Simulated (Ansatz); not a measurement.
## Co (P6_3/mmc), zone-centre modes

Theory: Ansatz, DFT PBEsol, scalar-relativistic, plane waves, PAW. Cutoff 420 eV, Γ-centred 24×24×6 k-points, Gaussian smearing of 0.15 eV. Collinear spins, started from moments 1.8, 1.8, 1.8, 1.8 μB in atom order; the magnetic state may not be the lowest.

Reference structure (relaxed at this level):

```
Co
1.0
     2.45521    0.00000    0.00000
    -1.22761    2.12628    0.00000
     0.00000    0.00000    7.96484
Co
4
Direct
  0.00000 0.00000 0.00000
  0.33333 0.66667 0.25000
  0.00000 0.00000 0.50000
  0.66667 0.33333 0.75000
```

Harmonic modes by finite displacements of 0.02 Å, without the LO–TO term.

Problem. At this geometry, is the structure stable against these modes?

Solution. Yes: no mode is imaginary beyond 10 cm⁻¹, and only the three translations lie near zero.

Problem. List the wavenumbers in cm⁻¹.

Solution. 0, 0, 0, 119, 119, 119, 119, 145, 145, 241, 251, 258.

Cost: 1 run of about 5.6 core-minutes, on AMD EPYC 9R45 (Zen 5) (shared hosts).